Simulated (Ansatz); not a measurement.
Relaxed Mo (bcc, W type):

```xyz
2
Lattice="-3.1607 3.1607 3.1607 1.5804 -1.5804 1.5804 1.5804 1.5804 -1.5804" Properties=species:S:1:pos:R:3 pbc="T T T"
Mo     0.0000     0.0000     0.0000
Mo    -1.5804     1.5804     1.5804
```

These are PBE (plane waves to 420 eV, PAW, scalar-relativistic; Ansatz, a program for electronic structure) values and carry that method's errors. k mesh 17×17×17 (Γ-centred), Fermi-Dirac smearing 0.05 eV. With partly filled bands, energies and forces of such displacements shift with the k mesh and the smearing. Mo is run without spin polarisation. Mo was relaxed with its symmetry unable to fall.

One atom of the cell was then moved (with its periodic images), all else fixed, and the forces (eV/Å) came out as:

| atom | Fx | Fy | Fz |
|---|---|---|---|
| Mo1 | 0.000 | 0.963 | 3.128 |
| Mo2 | 0.000 | -0.963 | -3.128 |

With two atoms only their relative shift counts; take Mo2 as fixed.

### Question
Which atom was moved, and by which vector (Å)?

### Answer
Mo1, by (0.00, 0.00, -0.34), 0.34 Å in all.

(A displaced cell: forces are minus the slopes of the energy, force constants its curvatures, and phonons follow from these.)
